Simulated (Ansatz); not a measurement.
Li4MgNb6O18:
```cif
data_Li4MgNb6O18
_chemical_formula_sum 'Li4 Mg1 Nb6 O18'
_space_group_name_H-M_alt 'P 1'
_space_group_IT_number 1
_cell_length_a 5.16597
_cell_length_b 5.16597
_cell_length_c 13.88434
_cell_angle_alpha 90.000
_cell_angle_beta 90.000
_cell_angle_gamma 120.000
loop_
_space_group_symop_operation_xyz
  'x, y, z'
loop_
_atom_site_label
_atom_site_type_symbol
_atom_site_fract_x
_atom_site_fract_y
_atom_site_fract_z
_atom_site_occupancy
Li1 Li 0.66667 0.33333 0.55726 1
Li2 Li 0.33333 0.66667 0.38807 1
Li3 Li 0.33333 0.66667 0.88247 1
Li4 Li 0.00000 0.00000 0.72213 1
Mg1 Mg 0.00000 0.00000 0.21252 1
Nb1 Nb 0.33333 0.66667 0.16419 1
Nb2 Nb 0.66667 0.33333 0.33814 1
Nb3 Nb 0.00000 0.00000 0.50361 1
Nb4 Nb 0.33333 0.66667 0.66876 1
Nb5 Nb 0.66667 0.33333 0.83615 1
Nb6 Nb 0.00000 0.00000 0.99391 1
O1 O 0.05896 0.74418 0.10626 1
O2 O 0.68522 0.94104 0.10626 1
O3 O 0.00728 0.36816 0.27272 1
O4 O 0.25582 0.31478 0.10626 1
O5 O 0.36088 0.99272 0.27272 1
O6 O 0.63184 0.63912 0.27272 1
O7 O 0.70498 0.04756 0.43687 1
O8 O 0.34258 0.29502 0.43687 1
O9 O 0.67599 0.71390 0.60242 1
O10 O 0.95244 0.65742 0.43687 1
O11 O 0.03791 0.32401 0.60242 1
O12 O 0.28610 0.96209 0.60242 1
O13 O 0.37441 0.38183 0.76769 1
O14 O 0.00742 0.62559 0.76769 1
O15 O 0.33404 0.03465 0.93042 1
O16 O 0.61817 0.99258 0.76769 1
O17 O 0.70061 0.66596 0.93042 1
O18 O 0.96535 0.29939 0.93042 1
```

Relaxed with r²SCAN.

Which orbitals make up the states near the band edges in plane-wave PAW r²SCAN (Ansatz code)?

Top 1 eV of the valence band: O 2p 95 %. Bottom 1 eV of the conduction band: Nb 4d 77 %, O 2p 18 %. Projections are on Löwdin-orthogonalised atomic valence shells; empty p or d shells of many metals are not among them.

Tabulate the density of states.

States/eV per cell of 29 atoms, in 0.25 eV bins, energy from the valence-band maximum.

| E (eV) | total | O 2p | Nb 4d | O 2s |
|---|---|---|---|---|
| -5.20 | 0.00 | 0.00 | 0.00 | 0.00 |
| -4.95 | 7.68 | 4.89 | 2.37 | 0.03 |
| -4.70 | 18.24 | 11.64 | 5.83 | 0.09 |
| -4.45 | 20.74 | 13.70 | 6.04 | 0.15 |
| -4.20 | 19.39 | 13.16 | 5.22 | 0.18 |
| -3.95 | 19.86 | 13.73 | 5.08 | 0.23 |
| -3.70 | 18.37 | 12.95 | 4.46 | 0.23 |
| -3.45 | 18.51 | 13.40 | 4.09 | 0.26 |
| -3.20 | 19.51 | 14.49 | 3.95 | 0.30 |
| -2.95 | 19.00 | 14.41 | 3.60 | 0.28 |
| -2.70 | 18.95 | 14.68 | 3.32 | 0.27 |
| -2.45 | 20.20 | 15.92 | 3.30 | 0.27 |
| -2.20 | 17.70 | 14.45 | 2.40 | 0.21 |
| -1.95 | 16.87 | 14.11 | 1.90 | 0.22 |
| -1.70 | 19.12 | 16.52 | 1.67 | 0.21 |
| -1.45 | 23.73 | 20.91 | 1.75 | 0.24 |
| -1.20 | 25.64 | 23.20 | 1.47 | 0.19 |
| -0.95 | 31.40 | 28.79 | 1.59 | 0.17 |
| -0.70 | 32.94 | 30.85 | 1.18 | 0.14 |
| -0.45 | 35.91 | 34.22 | 0.85 | 0.10 |
| -0.20 | 20.34 | 19.60 | 0.34 | 0.05 |
| 0.05 | 7.91 | 7.70 | 0.09 | 0.01 |
| 0.30 | 0.00 | 0.00 | 0.00 | 0.00 |
| 0.55 | 0.00 | 0.00 | 0.00 | 0.00 |
| 0.80 | 0.00 | 0.00 | 0.00 | 0.00 |
| 1.05 | 0.00 | 0.00 | 0.00 | 0.00 |
| 1.30 | 0.00 | 0.00 | 0.00 | 0.00 |
| 1.55 | 0.00 | 0.00 | 0.00 | 0.00 |
| 1.80 | 0.00 | 0.00 | 0.00 | 0.00 |
| 2.05 | 0.00 | 0.00 | 0.00 | 0.00 |
| 2.30 | 0.00 | 0.00 | 0.00 | 0.00 |
| 2.55 | 0.00 | 0.00 | 0.00 | 0.00 |
| 2.80 | 0.00 | 0.00 | 0.00 | 0.00 |
| 3.05 | 0.00 | 0.00 | 0.00 | 0.00 |
| 3.30 | 0.00 | 0.00 | 0.00 | 0.00 |
| 3.55 | 0.00 | 0.00 | 0.00 | 0.00 |
| 3.80 | 12.53 | 1.77 | 10.34 | 0.11 |
| 4.05 | 13.70 | 2.43 | 10.57 | 0.15 |
| 4.30 | 16.47 | 3.19 | 12.50 | 0.16 |
| 4.55 | 12.26 | 2.65 | 8.98 | 0.13 |
| 4.80 | 14.85 | 3.50 | 10.50 | 0.18 |
| 5.05 | 20.41 | 5.03 | 14.05 | 0.25 |
| 5.30 | 21.39 | 5.62 | 14.19 | 0.23 |
| 5.55 | 19.16 | 5.29 | 12.37 | 0.20 |
| 5.80 | 13.23 | 3.87 | 8.07 | 0.16 |
| 6.05 | 0.00 | 0.00 | 0.00 | 0.00 |
| 6.30 | 0.00 | 0.00 | 0.00 | 0.00 |
| 6.55 | 0.00 | 0.00 | 0.00 | 0.00 |
| 6.80 | 0.00 | 0.00 | 0.00 | 0.00 |
| 7.05 | 0.00 | 0.00 | 0.00 | 0.00 |
| 7.30 | 0.00 | 0.00 | 0.00 | 0.00 |
| 7.55 | 0.02 | 0.00 | 0.00 | 0.01 |
| 7.80 | 7.67 | 1.11 | 4.03 | 1.25 |
| 8.05 | 13.52 | 2.29 | 7.69 | 1.96 |
| 8.30 | 12.24 | 2.22 | 6.70 | 1.69 |
| 8.55 | 11.15 | 2.12 | 5.61 | 1.51 |

Space group P3. The start of the workflow was typed in or built on a structure type; neither database checked (COD, Materials Project) lists it. Its standing as an ambient phase is unchecked. The r²SCAN relaxation kept the symmetry of its start; its stability against distortions is not shown here. No spin polarisation was allowed. Scalar-relativistic: spin–orbit coupling is off unless named, which matters more the heavier the elements.

Potentials: the later of the program's two PAW sets.
